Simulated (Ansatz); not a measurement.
Here is the system:

Starting cell, C (diamond):

```
CELL_PARAMETERS angstrom
      0.00000     3.56028     3.56028
      1.78014     1.78014     3.56028
      1.78014     1.78014     0.00000
ATOMIC_POSITIONS crystal
  C  0.00000 0.50000 0.50000
  C  0.50000 0.50000 0.50000
  C  0.00000 0.75000 0.75000
  C  0.50000 0.75000 0.75000
```

A phonon eigenvector at X = (0.5, 0.5, 0.0) is frozen into this cell: atom i moves by Q times the vector below, so Q is the largest atomic displacement, in Å. The cell is held. It is one choice among 2 degenerate patterns. (q is in reciprocal vectors of the primitive cell; the cell shown is doubled to hold the pattern.)

```
atom      x      y       z
----  -----  -----  ------
C1    0.000  0.000  -1.000
C2    0.000  0.000   1.000
```

Atoms not listed stay in place.

All values below come from r2SCAN (plane waves to 500 eV, PAW, scalar-relativistic; Ansatz, a program for electronic structure). k mesh 16×16×16 (Γ-centred), Fermi-Dirac smearing 0.05 eV. E stands for the smeared free energy. C was relaxed with its symmetry unable to fall. ΔE is measured from the undisplaced structure.

The scan covers Q from -0.100 to 0.100 Å in 13 points.

**Question.** Which space group does the distorted structure have?

**Answer.** P-4m2 (No. 115), lowered from Fd-3m.

**Question.** What is the energy change at Q = 0.100 Å?

**Answer.** 659 meV/cell.

**Question.** What harmonic wavenumber does the curvature at Q = 0 give?

**Answer.** 1224 cm⁻¹.

(A displaced cell: forces are minus the slopes of the energy, force constants its curvatures, and phonons follow from these.)
